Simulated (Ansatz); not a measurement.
**Question.** Each is relaxed and computed with plane-wave PAW PBE (Ansatz code). Which is the only metal?
A) Mg2Si, Pn-3m (Mg on 4c, Si on 2a)
B) SiC, P4_2/mmc (Si on 2c, C on 2e)
C) SiSe2, anatase
D) SiGe, R-3m (Si on 6c, Ge on 6c)

**Answer.** B, SiC, P4_2/mmc (Si on 2c, C on 2e). SiC: metal; SiSe2: gap 0.31 eV (indirect); Mg2Si: gap 0.31 eV (direct); SiGe: gap 0.38 eV (indirect). Constructed cells (a structure type filled with these elements, in neither database checked): SiC, P4_2/mmc (Si on 2c, C on 2e); SiSe2, anatase; Mg2Si, Pn-3m (Mg on 4c, Si on 2a). Typed or built starts, not in the databases checked: SiGe, R-3m (Si on 6c, Ge on 6c). Not the usual ambient phase: SiC, P4_2/mmc (Si on 2c, C on 2e); Mg2Si, Pn-3m (Mg on 4c, Si on 2a). All cells were relaxed under the symmetry of their starts (and spin orders); stability against distortions was not tested throughout. Scalar-relativistic: spin–orbit coupling is off unless named, which matters more the heavier the elements.

Potentials: the later of the program's two PAW sets.
